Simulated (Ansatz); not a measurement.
Be$_{2}$Sn (fluorite or antifluorite type, space group No. 225) at seven volumes, PBE in the plane-wave PAW code Ansatz, scaled uniformly. One row is withheld.

```json
[
 {"V (Å³/atom)": "14.889", "P (GPa)": "8.28"},
 {"V (Å³/atom)": "15.380", "P (GPa)": "5.10"},
 {"V (Å³/atom)": "15.870", "P (GPa)": "2.36"},
 {"V (Å³/atom)": "16.361", "P (GPa)": "0.00"},
 {"V (Å³/atom)": "16.852", "P (GPa)": "-2.03"},
 {"V (Å³/atom)": "17.343", "P (GPa)": "-3.78"},
 {"V (Å³/atom)": "17.834", "P (GPa)": "?"}
]
```

Fit the shown pressures and predict the withheld one.

Third-order Birch–Murnaghan: P = (3/2)B₀(x^(7/2) − x^(5/2))[1 + (3/4)(B′ − 4)(x − 1)] with x = (V₀/V)^(2/3). Least squares on the six rows gives V₀ = 16.362 Å³/atom, B₀ = 72.85 GPa, B′ = 3.96. At V = 17.834, x = 0.9442 and P = -5.29 GPa. The run itself gave -5.28 GPa.

Space group Fm-3m (fluorite or antifluorite type). The cell is a constructed one: a structure type filled with these elements; neither database checked (COD, Materials Project) lists it. Whether it is the stable phase at ambient conditions was not checked. Symmetry was held in the PBE relaxation; whether a distortion lowers the energy is not shown. Scalar-relativistic: spin–orbit coupling is off unless named, which matters more the heavier the elements.

Potentials: the earlier of the program's two PAW sets.
